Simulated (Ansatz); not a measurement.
Geometry optimisation in Ansatz: input, command and trajectory.

```yaml
crystal:
  lattice:
    - [3.4368513154, 0.0, 0.0]
    - [0.0, 3.4368513154, 0.0]
    - [0.0, 0.0, 3.2253527729]
  atoms:
    - { symbol: Ta, position: [0.0, 0.0, 0.0] }
    - { symbol: Ta, position: [0.5, 0.5, 0.5] }
basis:
  ecutwfc: 500
kpoints:
  mp_grid: { grid: [16, 16, 16] }
hamiltonian:
  xc: r2scan
scf:
  occupations: { method: gaussian, width: 0.1 }
output:
  forces: true
  stress: true
  eigenvalues: true
relax:
  adjacent_minimum: "off"
  f_tol: 0.008
  max_steps: 40
  cell: { stress_tol: 0.015, fix: [a, b, gamma] }
```

```bash
ansatz run input.yaml --threads 1 --pin off --max-ram 2560MiB --backend cpu --events-out ev --progress --plain --runs-dir out
```

Method: Ansatz, DFT r2SCAN, scalar-relativistic, plane waves, PAW.

Of 6 frames 6 are shown, positions in Å and forces in eV/Å; the SCF threshold varies from step to step. Steps run on the plane waves of an earlier cell, with a Pulay correction in the pressure. The basis is chosen afresh for the last frame, the zero of the energies, and at times for earlier ones too; energy and pressure step there, also at an unchanged geometry.

```xyz
2
Lattice="3.4369 0.0000 0.0000 0.0000 3.4369 0.0000 0.0000 0.0000 3.2254" Properties=species:S:1:pos:R:3:forces:R:3 pbc="T T T" step=1 free_energy_over_end_meV_per_atom=10.01 pressure_GPa=-9.51
Ta    0.0000    0.0000    0.0000    0.0000    0.0000    0.0000
Ta    1.7184    1.7184    1.6127    0.0000    0.0000    0.0000
2
Lattice="3.4369 0.0000 0.0000 0.0000 3.4369 0.0000 0.0000 0.0000 3.0709" Properties=species:S:1:pos:R:3:forces:R:3 pbc="T T T" step=2 free_energy_over_end_meV_per_atom=4.64 pressure_GPa=0.16
Ta    0.0000    0.0000    0.0000    0.0000    0.0000    0.0000
Ta    1.7184    1.7184    1.5355    0.0000    0.0000    0.0000
2
Lattice="3.4369 0.0000 0.0000 0.0000 3.4369 0.0000 0.0000 0.0000 3.1376" Properties=species:S:1:pos:R:3:forces:R:3 pbc="T T T" step=3 free_energy_over_end_meV_per_atom=-0.17 pressure_GPa=-4.30
Ta    0.0000    0.0000    0.0000    0.0000    0.0000    0.0000
Ta    1.7184    1.7184    1.5688    0.0000    0.0000    0.0000
2
Lattice="3.4369 0.0000 0.0000 0.0000 3.4369 0.0000 0.0000 0.0000 3.1347" Properties=species:S:1:pos:R:3:forces:R:3 pbc="T T T" step=4 free_energy_over_end_meV_per_atom=-0.19 pressure_GPa=-4.12
Ta    0.0000    0.0000    0.0000    0.0000    0.0000    0.0000
Ta    1.7184    1.7184    1.5673    0.0000    0.0000    0.0000
2
Lattice="3.4369 0.0000 0.0000 0.0000 3.4369 0.0000 0.0000 0.0000 3.1341" Properties=species:S:1:pos:R:3:forces:R:3 pbc="T T T" step=5 free_energy_over_end_meV_per_atom=-0.20 pressure_GPa=-4.08
Ta    0.0000    0.0000    0.0000    0.0000    0.0000    0.0000
Ta    1.7184    1.7184    1.5671    0.0000    0.0000    0.0000
2
Lattice="3.4369 0.0000 0.0000 0.0000 3.4369 0.0000 0.0000 0.0000 3.1341" Properties=species:S:1:pos:R:3:forces:R:3 pbc="T T T" step=6 free_energy_over_end_meV_per_atom=0.00 pressure_GPa=-4.09
Ta    0.0000    0.0000    0.0000    0.0000    0.0000    0.0000
Ta    1.7184    1.7184    1.5671    0.0000    0.0000    0.0000
```

Time: 5.3 min on 1 thread of Intel(R) Xeon(R) Processor @ 2.50GHz (Skylake/Cascade Lake) (shared host), peak memory 0.71 GiB.

Spin–orbit coupling is left out, which can shift energies with elements as heavy as these.